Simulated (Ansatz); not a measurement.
LuB₂Os₃:
Space group P6/mmm (No. 191); a = b = 5.491 Å, c = 3.011 Å, α = β = 90.00°, γ = 120.00°

```
atom  site  symmetry       x       y       z
----  ----  --------  ------  ------  ------
B       2c      -6m2  0.3333  0.6667  0.0000
Os      3g       mmm  0.5000  0.5000  0.5000
Lu      1a     6/mmm  0.0000  0.0000  0.0000
```

Relaxed with r²SCAN.

### Question
Tabulate the valence density and the electron localisation function along the shortest Os–Os contact (2.75 Å), the program Ansatz at the r²SCAN level (PAW).

### Answer


| distance from Os (Å) | density (e/Å³) | ELF |
|---|---|---|
| 0.27 | 7.82 | 0.52 |
| 0.41 | 6.93 | 0.66 |
| 0.55 | 5.12 | 0.68 |
| 0.69 | 3.11 | 0.58 |
| 0.82 | 1.61 | 0.41 |
| 0.96 | 0.86 | 0.27 |
| 1.10 | 0.58 | 0.24 |
| 1.24 | 0.47 | 0.32 |
| 1.37 | 0.44 | 0.36 |
| 1.51 | 0.47 | 0.32 |
| 1.65 | 0.58 | 0.24 |
| 1.78 | 0.86 | 0.27 |
| 1.92 | 1.61 | 0.41 |
| 2.06 | 3.11 | 0.58 |
| 2.20 | 5.12 | 0.68 |
| 2.33 | 6.93 | 0.66 |
| 2.47 | 7.82 | 0.52 |

The density is the valence pseudo-density with augmentation charge, so density and ELF within about 1 Å of a nucleus are not all-electron values.

The workflow started from an entry of the Crystallography Open Database (COD). Its standing as an ambient phase is unchecked. The cell was relaxed with r²SCAN under the symmetry of its start; its stability against distortions is not shown here. No spin polarisation was allowed. Scalar-relativistic: spin–orbit coupling is off unless named, which matters more the heavier the elements.

Potentials: the later of the program's two PAW sets.
